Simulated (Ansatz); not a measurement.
The start is a relaxed TiC cell, doubled along one cell vector, shaken by Gaussian noise of σ = 0.08 Å a coordinate. A full variable-cell relaxation at zero pressure is run with PBE (plane waves to 420 eV, PAW, scalar-relativistic; Ansatz, a program for electronic structure). First-step values are on the input's coarse k-mesh.

Ansatz input (later rounds restart from its end on a renewed k-mesh):
Ansatz 0.2 input:
```yaml
crystal:
  lattice:
    - [0, 2.1662755695, 2.1662755695]
    - [2.1662755695, 0, 2.1662755695]
    - [4.332551139, 4.332551139, 0]
  atoms:
    - { symbol: Ti, position: [0.5285097942, 0.5086004613, 0.2269364859] }
    - { symbol: Ti, position: [0.513090044, 0.492511026, 0.7298834306] }
    - { symbol: C, position: [0.0407863812, -0.033461099, -0.0124330052] }
    - { symbol: C, position: [-0.0110776431, 0.0145841869, 0.4813486713] }
basis: { ecutwfc: 420, ecutrho_ratio: 4, xc_grid: 2, fft_grid_basis: typed }
kpoints: { mp_grid: { grid: [9, 9, 5] } }
hamiltonian:
  xc: pbe
  dispersion: none
  pseudopotentials: { azcp: { folder: ./paw }, kind: paw }
scf: { occupations: { method: fermi_dirac, width: 0.05 } }
relax: { f_tol: 0.01, max_steps: 100, cell: { stress_tol: 0.02 } }
output: { forces: true, stress: true }
```

```yaml
largest_initial_force: about 1.3 eV/Å, on C3 (atoms numbered as listed)
energy_released: 0.03 eV/atom
relative_to_the_parent: The parent structure is recovered, Fm-3m (No. 225)
Shortest distances (start → end): "The closest pairs of elements (up to four, under 3.6 Å), start → end: C–Ti 2.10 → 2.17 Å; C–C 2.97 → 3.06 Å; Ti–Ti 3.03 → 3.06 Å"
optimiser_moves: 4
```

Relaxed structure:

Space group Fm-3m (No. 225); a = b = c = 4.333 Å, α = β = γ = 90.00°

```
atom  site  symmetry       x       y       z
----  ----  --------  ------  ------  ------
Ti      4a      m-3m  0.0000  0.0000  0.0000
C       4b      m-3m  0.5000  0.5000  0.5000
```
(The calculation used a cell of 2 atoms; values per cell refer to that cell.)

Final values are on a 18×18×18 k-mesh of the relaxed cell. No spin polarisation in the result.
